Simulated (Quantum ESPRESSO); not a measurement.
W2Ag2NbTa2Sn, one run as intended and one with a planted mistake

A calculation, not a measurement. The program is pw.x of Quantum ESPRESSO 7.5 (plane-wave density functional theory). The cell is made up: eight metal atoms on a face-centred cubic lattice, with elements, volume, strain and displacements drawn at random and not relaxed, so it may be unstable or far from any real phase. PseudoDojo standard norm-conserving files set the functional (PBE unless stated); there is no spin polarisation or spin-orbit coupling, the Fermi-Dirac width of 0.25 eV means electrons at about 2900 K, and the masses in the input are unused placeholders. The tin pseudopotential is less sure than most, with forces differing by about three percent from a second method on plain tin. Heavy elements are run without spin-orbit coupling, which real alloys of them have. A spin test at this wide smearing found no moment, but such smearing suppresses magnetism that the real alloy may have.

Intended input:

```
&control calculation='scf', pseudo_dir='./dojo.nc.sr.pbe.v0_5.standard.upf', outdir='./o', disk_io='minimal', tprnfor=.true., tstress=.true. /
&system ibrav=0, nat=8, ntyp=5, nbnd=74, ecutwfc=84.00895049, nosym=.true., tot_charge=0,
 occupations='smearing', smearing='fd', degauss=0.0183746611
/
&electrons conv_thr=1.470e-08, electron_maxstep=70, mixing_beta=0.5 /
ATOMIC_SPECIES
Ag 1.0 Ag.upf
Nb 1.0 Nb.upf
Sn 1.0 Sn.upf
Ta 1.0 Ta.upf
W 1.0 W.upf
CELL_PARAMETERS angstrom
0.0 2.0405 2.0405
-4.081 2.0405 -2.0405
-4.081 -6.1215 6.1215
ATOMIC_POSITIONS angstrom
W 0.0183 -0.0418 0.033
Ag -4.0464 -4.0411 4.1347
Nb -4.1665 -1.9941 2.1111
W -4.1708 0.0178 0.28
Ta -1.9317 -1.8848 4.1254
Ag -2.0229 0.0667 2.0037
Sn -1.9683 2.0475 0.0401
Ta -6.149 -2.0111 3.8742
K_POINTS automatic
8 5 3 1 1 1
```

The log is shortened where brackets say so; the opening notice, blank lines, dates and the lines on written files are dropped, and the path of the files is cut. It prints rydbergs, bohrs and kilobars, and counts compression as positive stress. Its total energy is the free energy E - TS of the whole cell.

Log of the intended run:

```
     Program PWSCF v.7.5
     Parallel version (MPI & OpenMP), running on       4 processor cores
     Number of MPI processes:                 4
     Threads/MPI process:                     1
     [start-up lines left out]
     bravais-lattice index     =            0
     lattice parameter (alat)  =       5.4532  a.u.
     unit-cell volume          =     917.3317 (a.u.)^3
     number of atoms/cell      =            8
     number of atomic types    =            5
     number of electrons       =       119.00
     number of Kohn-Sham states=           74
     kinetic-energy cutoff     =      84.0090  Ry
     charge density cutoff     =     336.0358  Ry
     scf convergence threshold =      1.5E-08
     mixing beta               =       0.5000
     number of iterations used =            8  plain     mixing
     Exchange-correlation= PBE
                           (   1   4   3   4   0   0   0)
     [axes and pseudopotential details left out]
   Cartesian axes
     site n.     atom                  positions (alat units)
         1        W      tau(   1) = (   0.0063416  -0.0144852   0.0114357  )
         2        Ag     tau(   2) = (  -1.4022234  -1.4003868   1.4328225  )
         3        Nb     tau(   3) = (  -1.4438424  -0.6910275   0.7315722  )
         4        W      tau(   4) = (  -1.4453325   0.0061683   0.0970301  )
         5        Ta     tau(   5) = (  -0.6694037  -0.6531511   1.4295998  )
         6        Ag     tau(   6) = (  -0.7010077   0.0231140   0.6943543  )
         7        Sn     tau(   7) = (  -0.6820869   0.7095325   0.0138961  )
         8        Ta     tau(   8) = (  -2.1308501  -0.6969186   1.3425499  )
     number of k points=    60  Fermi-Dirac smearing, width (Ry)=  0.0184
                       cart. coord. in units 2pi/alat
        k(    1) = (  -0.0824958   0.0324091   0.0559793), wk =   0.0333333
        k(    2) = (   0.0353553   0.1502602  -0.0618718), wk =   0.0333333
     [further k points left out]
     Dense  grid:    95457 G-vectors     FFT dimensions: (  32,  60, 108)
     Estimated max dynamical RAM per process >     390.24 MB
     Estimated total dynamical RAM >       1.46 GB
     Initial potential from superposition of free atoms
     starting charge     118.9924, renormalised to     119.0000
     Starting wfcs are   79 randomized atomic wfcs
     total cpu time spent up to now is        5.6 secs
     per-process dynamical memory:   308.7 Mb
     Self-consistent Calculation
     iteration #  1     ecut=    84.01 Ry     beta= 0.50
     Davidson diagonalization with overlap
     ethr =  1.00E-02,  avg # of iterations =  2.6
     total cpu time spent up to now is       18.1 secs
     total energy              =   -1463.84825828 Ry
     estimated scf accuracy    <       3.36670192 Ry
     iteration #  2     ecut=    84.01 Ry     beta= 0.50
     Davidson diagonalization with overlap
     ethr =  2.83E-03,  avg # of iterations =  4.7
     total cpu time spent up to now is       33.3 secs
     total energy              =   -1461.29508069 Ry
     estimated scf accuracy    <      59.79149683 Ry
     [iterations 3 to 17 left out]
     iteration # 18     ecut=    84.01 Ry     beta= 0.50
     Davidson diagonalization with overlap
     ethr =  2.38E-11,  avg # of iterations =  2.0
     total cpu time spent up to now is      217.4 secs
     total energy              =   -1465.79196889 Ry
     estimated scf accuracy    <       0.00000006 Ry
     iteration # 19     ecut=    84.01 Ry     beta= 0.50
     Davidson diagonalization with overlap
     ethr =  2.38E-11,  avg # of iterations =  1.0
     total cpu time spent up to now is      226.7 secs
     End of self-consistent calculation
     [lines on levels left out]
!    total energy              =   -1465.79196889 Ry
     estimated scf accuracy    <          1.7E-09 Ry
     smearing contrib. (-TS)   =      -0.10205090 Ry
     internal energy E=F+TS    =   -1465.68991800 Ry
     The total energy is F=E-TS. E is the sum of the following terms:
     one-electron contribution =    -378.27918427 Ry
     hartree contribution      =     262.47577592 Ry
     xc contribution           =    -288.79903638 Ry
     ewald contribution        =   -1061.08747328 Ry
     convergence has been achieved in  19 iterations
     Forces acting on atoms (cartesian axes, Ry/au):
     atom    1 type  5   force =     0.03900763   -0.00793765    0.00848027
     atom    2 type  1   force =    -0.01917082    0.01353730   -0.03758709
     atom    3 type  2   force =     0.08344911   -0.00745470   -0.00957694
     atom    4 type  5   force =     0.01560362    0.04131920   -0.06362712
     atom    5 type  4   force =    -0.08901758    0.00884043   -0.00211153
     atom    6 type  1   force =    -0.00118631   -0.01549799    0.03625465
     atom    7 type  3   force =    -0.02647714    0.00822570   -0.00707692
     atom    8 type  4   force =    -0.00220851   -0.04103229    0.07524469
     Total force =     0.185640     Total SCF correction =     0.000270
     Computing stress (Cartesian axis) and pressure
          total   stress  (Ry/bohr**3)                   (kbar)     P=      156.65
   0.00121086  -0.00004899   0.00010715          178.12       -7.21       15.76
  -0.00004899   0.00105136  -0.00000511           -7.21      154.66       -0.75
   0.00010715  -0.00000511   0.00093246           15.76       -0.75      137.17
     init_run     :      5.31s CPU      5.49s WALL (       1 calls)
     electrons    :    217.02s CPU    221.11s WALL (       1 calls)
     forces       :      1.99s CPU      2.01s WALL (       1 calls)
     stress       :      6.84s CPU      6.97s WALL (       1 calls)
     [timing details left out]
     PWSCF        :   3m51.25s CPU   3m55.73s WALL
     JOB DONE.
```

A second run has one planted mistake: two atoms have their elements exchanged. The input lines that differ:

```
- W 0.0183 -0.0418 0.033
+ Ta 0.0183 -0.0418 0.033
- Ta -1.9317 -1.8848 4.1254
+ W -1.9317 -1.8848 4.1254
```

Its log:

```
     Program PWSCF v.7.5
     Parallel version (MPI & OpenMP), running on       4 processor cores
     Number of MPI processes:                 4
     Threads/MPI process:                     1
     [start-up lines left out]
     bravais-lattice index     =            0
     lattice parameter (alat)  =       5.4532  a.u.
     unit-cell volume          =     917.3317 (a.u.)^3
     number of atoms/cell      =            8
     number of atomic types    =            5
     number of electrons       =       119.00
     number of Kohn-Sham states=           74
     kinetic-energy cutoff     =      84.0090  Ry
     charge density cutoff     =     336.0358  Ry
     scf convergence threshold =      1.5E-08
     mixing beta               =       0.5000
     number of iterations used =            8  plain     mixing
     Exchange-correlation= PBE
                           (   1   4   3   4   0   0   0)
     [axes and pseudopotential details left out]
   Cartesian axes
     site n.     atom                  positions (alat units)
         1        Ta     tau(   1) = (   0.0063416  -0.0144852   0.0114357  )
         2        Ag     tau(   2) = (  -1.4022234  -1.4003868   1.4328225  )
         3        Nb     tau(   3) = (  -1.4438424  -0.6910275   0.7315722  )
         4        W      tau(   4) = (  -1.4453325   0.0061683   0.0970301  )
         5        W      tau(   5) = (  -0.6694037  -0.6531511   1.4295998  )
         6        Ag     tau(   6) = (  -0.7010077   0.0231140   0.6943543  )
         7        Sn     tau(   7) = (  -0.6820869   0.7095325   0.0138961  )
         8        Ta     tau(   8) = (  -2.1308501  -0.6969186   1.3425499  )
     number of k points=    60  Fermi-Dirac smearing, width (Ry)=  0.0184
                       cart. coord. in units 2pi/alat
        k(    1) = (  -0.0824958   0.0324091   0.0559793), wk =   0.0333333
        k(    2) = (   0.0353553   0.1502602  -0.0618718), wk =   0.0333333
     [further k points left out]
     Dense  grid:    95457 G-vectors     FFT dimensions: (  32,  60, 108)
     Estimated max dynamical RAM per process >     390.24 MB
     Estimated total dynamical RAM >       1.46 GB
     Initial potential from superposition of free atoms
     starting charge     118.9924, renormalised to     119.0000
     Starting wfcs are   79 randomized atomic wfcs
     total cpu time spent up to now is        5.3 secs
     per-process dynamical memory:   308.7 Mb
     Self-consistent Calculation
     iteration #  1     ecut=    84.01 Ry     beta= 0.50
     Davidson diagonalization with overlap
     ethr =  1.00E-02,  avg # of iterations =  2.5
     total cpu time spent up to now is       16.9 secs
     total energy              =   -1464.22610354 Ry
     estimated scf accuracy    <       2.88666309 Ry
     iteration #  2     ecut=    84.01 Ry     beta= 0.50
     Davidson diagonalization with overlap
     ethr =  2.43E-03,  avg # of iterations =  4.8
     total cpu time spent up to now is       31.0 secs
     total energy              =   -1462.41826631 Ry
     estimated scf accuracy    <      37.09038249 Ry
     [iterations 3 to 17 left out]
     iteration # 18     ecut=    84.01 Ry     beta= 0.50
     Davidson diagonalization with overlap
     ethr =  3.33E-11,  avg # of iterations =  2.0
     total cpu time spent up to now is      211.5 secs
     total energy              =   -1465.83849660 Ry
     estimated scf accuracy    <       0.00000002 Ry
     iteration # 19     ecut=    84.01 Ry     beta= 0.50
     Davidson diagonalization with overlap
     ethr =  1.85E-11,  avg # of iterations =  1.2
     total cpu time spent up to now is      221.1 secs
     End of self-consistent calculation
     [lines on levels left out]
!    total energy              =   -1465.83849660 Ry
     estimated scf accuracy    <          1.9E-09 Ry
     smearing contrib. (-TS)   =      -0.09601174 Ry
     internal energy E=F+TS    =   -1465.74248487 Ry
     The total energy is F=E-TS. E is the sum of the following terms:
     one-electron contribution =    -380.37173977 Ry
     hartree contribution      =     263.47041110 Ry
     xc contribution           =    -288.77509984 Ry
     ewald contribution        =   -1060.06605636 Ry
     convergence has been achieved in  19 iterations
     Forces acting on atoms (cartesian axes, Ry/au):
     atom    1 type  4   force =     0.04018078   -0.01457149    0.01064987
     atom    2 type  1   force =    -0.01608526    0.01928684   -0.04265509
     atom    3 type  2   force =     0.08607248   -0.00660860   -0.00822694
     atom    4 type  5   force =    -0.01248674    0.02465653   -0.04123895
     atom    5 type  5   force =    -0.06549989    0.00220643   -0.00607811
     atom    6 type  1   force =    -0.00909507   -0.02023349    0.04233798
     atom    7 type  3   force =    -0.03091853    0.00997437   -0.01108378
     atom    8 type  4   force =     0.00783223   -0.01471058    0.05629502
     Total force =     0.160052     Total SCF correction =     0.000220
     Computing stress (Cartesian axis) and pressure
          total   stress  (Ry/bohr**3)                   (kbar)     P=      151.35
   0.00112548  -0.00006597   0.00015692          165.56       -9.70       23.08
  -0.00006597   0.00105603   0.00006568           -9.70      155.35        9.66
   0.00015692   0.00006568   0.00090513           23.08        9.66      133.15
     init_run     :      4.99s CPU      5.16s WALL (       1 calls)
     electrons    :    211.80s CPU    215.77s WALL (       1 calls)
     forces       :      1.99s CPU      2.00s WALL (       1 calls)
     stress       :      6.87s CPU      7.01s WALL (       1 calls)
     [timing details left out]
     PWSCF        :   3m45.80s CPU   3m50.13s WALL
     JOB DONE.
```

|  | intended run | run with the mistake |
| --- | --- | --- |
| free energy (eV) | -19943.116 | -19943.749 |
| entropy term -TS, part of it (eV) | -1.388 | -1.306 |
| pressure (GPa) | 15.67 | 15.14 |
| size of the largest force component (eV/Å) | 2.289 | 2.213 |
| largest change of a force component (eV/Å) |  | 0.722 |
| iterations | 19 | 19 |

For scale, a rerun of the intended cell at a higher cutoff and on a denser mesh moved values by no more than 0.006 eV in energy, 0.03 GPa in stress and 0.014 eV/Å in force, and a second program with other atomic files agreed on that cell to 2 % rms in force and 0.5 GPa in pressure.